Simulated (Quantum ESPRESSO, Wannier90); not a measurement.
# HfNCl (R-3m), plane waves to Wannier functions

```xyz
6
Lattice="-1.7823 3.0870 0.0000 -3.5646 0.0000 0.0000 -1.7823 1.0290 9.5232" Properties=species:S:1:pos:R:3 pbc="T T T"
Hf     0.0000     0.0000    -3.4635
Hf     0.0000     0.0000     3.4635
N     -1.7823     1.0290     3.9075
N      1.7823    -1.0290    -3.9075
Cl    -1.7823     1.0290    -1.6587
Cl     1.7823    -1.0290     1.6587
```

Structure: Materials Project mp-541911, symmetrised, not relaxed again. Not found in the COD (Crystallography Open Database) copy used; not checked further. Computed values, not measurements, from PBEsol: Quantum ESPRESSO (norm-conserving PseudoDojo potentials, cutoff 68 Ry, spinors with spin-orbit coupling) on a Γ-centred 4×4×4 mesh, then Wannier90. Density: 10×10×10 mesh, cold smearing 0.01 Ry. The cell is built of weakly bound layers, chains or molecules. Database cells relaxed without dispersion often hold them too far apart, which can enlarge gaps and weakens couplings between them; spacing and stacking were not compared with the measured crystal.

A tight-binding model is made by disentanglement and projection with no localisation steps (num_iter = 0), so the 44 orbitals stay atom-like: hydrogen-like Hf: d; N: p; Cl: p, axes along x, y, z; frozen window up to 3.69 eV relative to the valence-band maximum. It follows pw.x to 11 meV rms for states up to 3.2 eV relative to the valence-band maximum. Matrix elements depend on this choice of orbitals and windows.

The 45 largest hoppings ⟨m,0|H|n,R⟩ between different sites (one of each Hermitian pair; signs follow the real orbitals' lobes; the list may end inside a set of equal values):

| m | n | R | distance of the centres (Å) | t (eV) | Im t (eV) |
|---|---|---|---|---|---|
| Hf2 dz2↑ | N4 pz↑ | 0 0 1 | 2.31 | 2.689 | 0.000 |
| Hf2 dz2↓ | N4 pz↓ | 0 0 1 | 2.31 | 2.689 | 0.000 |
| N3 pz↑ | Hf1 dz2↑ | 0 0 1 | 2.31 | -2.689 | 0.000 |
| N3 pz↓ | Hf1 dz2↓ | 0 0 1 | 2.31 | -2.689 | 0.000 |
| Hf1 dx2-y2↑ | N4 py↑ | 1 0 0 | 2.25 | -1.993 | 0.000 |
| Hf1 dx2-y2↓ | N4 py↓ | 1 0 0 | 2.25 | -1.993 | 0.000 |
| N3 py↑ | Hf2 dx2-y2↑ | 1 0 0 | 2.25 | 1.993 | 0.000 |
| N3 py↓ | Hf2 dx2-y2↓ | 1 0 0 | 2.25 | 1.993 | 0.000 |
| N3 px↑ | Hf2 dxy↑ | 0 0 0 | 2.18 | 1.922 | -0.032 |
| N3 px↓ | Hf2 dxy↓ | 0 0 0 | 2.18 | 1.922 | 0.032 |
| N4 px↑ | Hf1 dxy↑ | 0 0 0 | 2.18 | -1.922 | 0.032 |
| N4 px↓ | Hf1 dxy↓ | 0 0 0 | 2.18 | -1.922 | -0.032 |
| Hf1 dxy↑ | N4 px↑ | 0 1 0 | 2.18 | -1.922 | 0.032 |
| Hf1 dxy↓ | N4 px↓ | 0 1 0 | 2.18 | -1.922 | -0.032 |
| N3 px↑ | Hf2 dxy↑ | 0 1 0 | 2.18 | 1.922 | 0.032 |
| N3 px↓ | Hf2 dxy↓ | 0 1 0 | 2.18 | 1.922 | -0.032 |
| N3 py↑ | Hf2 dx2-y2↑ | 0 0 0 | 2.03 | 1.781 | 0.032 |
| N3 py↓ | Hf2 dx2-y2↓ | 0 0 0 | 2.03 | 1.781 | -0.032 |
| N4 py↑ | Hf1 dx2-y2↑ | 0 0 0 | 2.03 | -1.781 | -0.032 |
| N4 py↓ | Hf1 dx2-y2↓ | 0 0 0 | 2.03 | -1.781 | 0.032 |
| Hf1 dx2-y2↑ | N4 py↑ | 0 1 0 | 2.03 | -1.781 | -0.032 |
| Hf1 dx2-y2↓ | N4 py↓ | 0 1 0 | 2.03 | -1.781 | 0.032 |
| N3 py↑ | Hf2 dx2-y2↑ | 0 1 0 | 2.03 | 1.781 | -0.032 |
| N3 py↓ | Hf2 dx2-y2↓ | 0 1 0 | 2.03 | 1.781 | 0.032 |
| Hf1 dxy↑ | N4 px↑ | 1 0 0 | 1.95 | -1.711 | 0.000 |
| Hf1 dxy↓ | N4 px↓ | 1 0 0 | 1.95 | -1.711 | 0.000 |
| N3 px↑ | Hf2 dxy↑ | 1 0 0 | 1.95 | 1.711 | 0.000 |
| N3 px↓ | Hf2 dxy↓ | 1 0 0 | 1.95 | 1.711 | 0.000 |
| Hf2 dxz↑ | N4 px↑ | 0 0 1 | 2.16 | -1.276 | 0.000 |
| Hf2 dxz↓ | N4 px↓ | 0 0 1 | 2.16 | -1.276 | 0.000 |
| Hf2 dyz↑ | N4 py↑ | 0 0 1 | 2.16 | -1.276 | 0.000 |
| Hf2 dyz↓ | N4 py↓ | 0 0 1 | 2.16 | -1.276 | 0.000 |
| N3 px↑ | Hf1 dxz↑ | 0 0 1 | 2.16 | 1.276 | 0.000 |
| N3 px↓ | Hf1 dxz↓ | 0 0 1 | 2.16 | 1.276 | 0.000 |
| N3 py↑ | Hf1 dyz↑ | 0 0 1 | 2.16 | 1.276 | 0.000 |
| N3 py↓ | Hf1 dyz↓ | 0 0 1 | 2.16 | 1.276 | 0.000 |
| Hf2 dyz↑ | Cl6 py↑ | 1 0 0 | 2.68 | -1.263 | 0.000 |
| Hf2 dyz↓ | Cl6 py↓ | 1 0 0 | 2.68 | -1.263 | 0.000 |
| Cl5 py↑ | Hf1 dyz↑ | 1 0 0 | 2.68 | 1.263 | 0.000 |
| Cl5 py↓ | Hf1 dyz↓ | 1 0 0 | 2.68 | 1.263 | 0.000 |
| Hf1 dyz↑ | N4 py↑ | 1 0 0 | 2.09 | -1.239 | 0.000 |
| Hf1 dyz↓ | N4 py↓ | 1 0 0 | 2.09 | -1.239 | 0.000 |
| N3 py↑ | Hf2 dyz↑ | 1 0 0 | 2.09 | 1.239 | 0.000 |
| N3 py↓ | Hf2 dyz↓ | 1 0 0 | 2.09 | 1.239 | 0.000 |
| Hf1 dyz↑ | N4 pz↑ | 1 0 0 | 2.12 | -1.125 | 0.000 |
